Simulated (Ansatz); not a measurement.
AlNi (CsCl type)

```
AlNi
1.0
    2.89266     0.00000     0.00000
    0.00000     2.89266     0.00000
    0.00000     0.00000     2.89266
Al Ni
1 1
Cartesian
  0.00000   0.00000   0.00000
  1.44633   1.44633   1.44633
```

The slice is a {110} plane (indices of the conventional cell) through the point (0.500, 0.500, 0.500) (fractional), spanned by u = [100] and v = [011] in vectors of this cell: u (2.89 Å) and v (4.09 Å, at 90° to u). It covers one period; positions are fractions (u, v).

Calculation: PBE (plane waves to 420 eV, PAW, scalar-relativistic; Ansatz, a program for electronic structure). k mesh 16×16×16. Inside the PAW spheres the values are not all-electron values, and peaks at nuclei hang on which shells count as valence. AlNi is run without spin polarisation. AlNi was relaxed with its symmetry unable to fall. The PAW data are Ansatz's earlier set.

Task: The ELF has a maximum in the middle third of the Al–Ni line. Where, and how high?

Result: 0.52, 1.0 Å from Al.

Task: What is the ELF at the midpoint of the shortest Al–Ni line in this plane (2.51 Å)?

Result: 0.40.

Task: What is the valence density on the shortest Al–Ni line in this plane (2.51 Å), at its midpoint?

Result: 0.29 e/Å³.

Task: Sketch the valence electron density on this plane as a map.

Result: 
```
|@@%#*=-:::::::-=*#%@|
|%%#*+=-:::::::-=+*#%|
|##*+=--:::::::--=+*#|
|**+==-:::::::::-==+*|
|===---:::::::::---==|
|----:::::::::::::---|
|::::::::::::::::::::|
|::::::::::::::::::::|
|:::::::::...::::::::|
|:::::::.......::::::|
|::::::...   ...:::::|
|::::::..     ..:::::|
|:::::..       ..::::|
|:::::..       ..::::|
|:::::..       ..::::|
|::::::..     ..:::::|
|::::::...   ...:::::|
|:::::::.......::::::|
|:::::::::...::::::::|
|::::::::::::::::::::|
|::::::::::::::::::::|
|----:::::::::::::---|
|===---:::::::::---==|
|**+==-:::::::::-==+*|
|##*+=--:::::::--=+*#|
|%%#*+=-:::::::-=+*#%|
|@@%#*=-:::::::-=*#%@|
|@@%#*=-:::::::-=*#%@|
```
Scale: ten equal steps from -1.34 (start of ' ') to 1.81 (end of '@'), in the order ' .:-=+*#%@'. Values: log₁₀ of the valence density in e/Å³. The map has 20 points along u (one character each, u = 0 at the left) and 28 along v (v = 0 in the bottom row). The scale is logarithmic, as a density can span decades between atoms and voids.
